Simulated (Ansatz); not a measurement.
Structure: SiGe5 as one 6-atom ordering (P3m1) on the diamond lattice, at its r2SCAN minimum. The symmetry is P3m1 (No. 156, trigonal); a = 3.984 Å, c = 9.730 Å in the conventional setting, 22.29 Å³ an atom. Si is surrounded by 4 Ge at 2.40–2.43 Å; Ge is surrounded by 4 Ge at 2.44–2.46 Å; Ge is surrounded by 4 Ge at 2.45 Å; Ge is surrounded by 3 Si at 2.43 Å and 1 Ge at 2.46 Å; Ge is surrounded by 4 Ge at 2.44–2.45 Å; Ge is surrounded by 1 Si at 2.40 Å and 3 Ge at 2.45 Å.

```
Si Ge
1.0
     3.98435    0.00000    0.00000
    -1.99218    3.45055    0.00000
     0.00000    0.00000    9.72984
Si Ge
1 5
Direct
  0.00000 0.00000 0.99991
  0.66667 0.33333 0.66810
  0.33333 0.66667 0.33155
  0.66667 0.33333 0.92078
  0.33333 0.66667 0.58333
  0.00000 0.00000 0.24633
```

4 runs of Ansatz 0.2.0 on this cell differ in the functional (and in the settings that go with it). Levels are in eV from each run's valence top; v1 is the last filled band, c1 the first empty one.

Run A, mean stress +0.1 GPa (compression positive):
```
point     v5     v3     v1    c1    c2    c3
    Γ  -1.12  -0.01   0.00  0.69  0.89  1.11
    M  -3.22  -3.11  -1.98  0.89  1.02  1.94
    K  -4.57  -2.45  -2.33  1.61  1.63  1.94
    A  -1.52  -0.64  -0.45  0.64  1.44  1.48
```

Run B, mean stress +2.8 GPa (compression positive):
```
point     v5     v3     v1    c1    c2    c3
    Γ  -1.05  -0.02   0.00  0.35  0.60  0.72
    M  -3.07  -3.01  -1.88  0.66  0.79  1.67
    K  -4.41  -2.33  -2.22  1.36  1.38  1.66
    A  -1.44  -0.61  -0.43  0.35  1.13  1.17
```

Run C, mean stress +0.1 GPa (compression positive):
```
point     v5     v3     v1    c1    c2    c3
    Γ  -1.17   0.00   0.00  1.67  1.85  2.06
    M  -3.43  -3.30  -2.09  1.81  1.93  2.92
    K  -4.92  -2.61  -2.46  2.58  2.60  2.88
    A  -1.60  -0.67  -0.45  1.57  2.45  2.48
```

Run D, mean stress +0.4 GPa (compression positive):
```
point     v5     v3     v1    c1    c2    c3
    Γ  -1.14   0.00   0.00  1.08  1.25  1.46
    M  -3.36  -3.22  -2.04  1.19  1.30  2.29
    K  -4.80  -2.55  -2.41  1.95  1.97  2.25
    A  -1.57  -0.65  -0.44  0.97  1.84  1.87
```

Question: Match the runs to PBE, r2SCAN, HSE06, PBE0.

Answer: A is r2SCAN, B is PBE, C is PBE0, D is HSE06. In order of the gap: PBE 0.35, r2SCAN 0.64, HSE06 0.97, PBE0 1.57 eV.

Note: simulated data, non-magnetic, for a generated structure that need not be the stable one.

Spin-orbit coupling is left out.

The program warns that its thresholds are loose for a hybrid's stress.

The meshes of the hybrids are coarse, so their gaps aren't converged to the digits shown.
